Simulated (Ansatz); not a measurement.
Here is an unrelaxed guess for MgS5.

Space group P-6m2 (No. 187). a = 3.382 Å, b = 3.382 Å, c = 17.091 Å, α = 90.00°, β = 90.00°, γ = 120.00°
```tsv
atom	site	symmetry	x	y	z
Mg	1a	-6m2	0.0000	0.0000	0.0000
S	2i	3m.	0.6667	0.3333	0.8350
S	2g	3m.	0.0000	0.0000	0.6673
S	1f	-6m2	0.6667	0.3333	0.5000
```

Level of theory: DFT PBE, scalar-relativistic, plane waves, PAW (Ansatz 0.2.0). Cutoff 420 eV; k points 6×6×1 on the computed 6-atom cell (Γ-centred); Gaussian smearing, width 0.10 eV; no spin polarisation.

Formation energies are uncorrected and refer to the elements' standard structures at the same level.

**Question.** What does a single point on this coarse mesh give?

**Answer.** The pressure is -11.0 GPa (the mean over three directions, positive in compression), the largest force is 0.88 eV/Å, and the energy is +1.57 eV/atom against the elements. The shortest distance is 3.38 Å.

**Question.** Is it a good guess?

**Answer.** A poor one: relaxing gains about 1.2 eV/atom (the start's value is from the coarse mesh, so the gain is rough) in 23 ionic steps and ends at +0.33 eV/atom on the finer mesh. The symmetry stays P-6m2 (No. 187). The volume per atom shrinks by 26.2 %, from 28.2 to 20.8 Å³. The shortest distance goes from 3.38 Å (Mg–Mg and S–S) to 2.46 Å (S–S). The ratio c/a of the conventional cell changes by a factor of 0.86. Conventional cell: a = 3.215 Å, c = 13.956 Å. Around Mg lie 6 S at 2.58 Å and 6 Mg at 3.22 Å; S on a site of symmetry 3m is surrounded by 3 Mg at 2.58 Å; S on a second site of symmetry 3m is surrounded by 3 S at 2.46 Å; 1 more site not described.

The last run used a 12×12×4 mesh (in the run's order of axes) for its 6-atom cell and Gaussian smearing of 0.10 eV. No dispersion correction is applied, so the spacing and binding between layers, chains or molecules are poorly described. The reference form of S is held partly by dispersion forces, which this level lacks. The relaxation can't lower the symmetry of the start, and the grade says only how near the guess is to its own end. Symmetry constrained the relaxation, so the result can be a saddle point. Another cell of MgS5 relaxed alike, in P6/mmm, lies 285 meV/atom lower, so this cell isn't the stable form at this level.
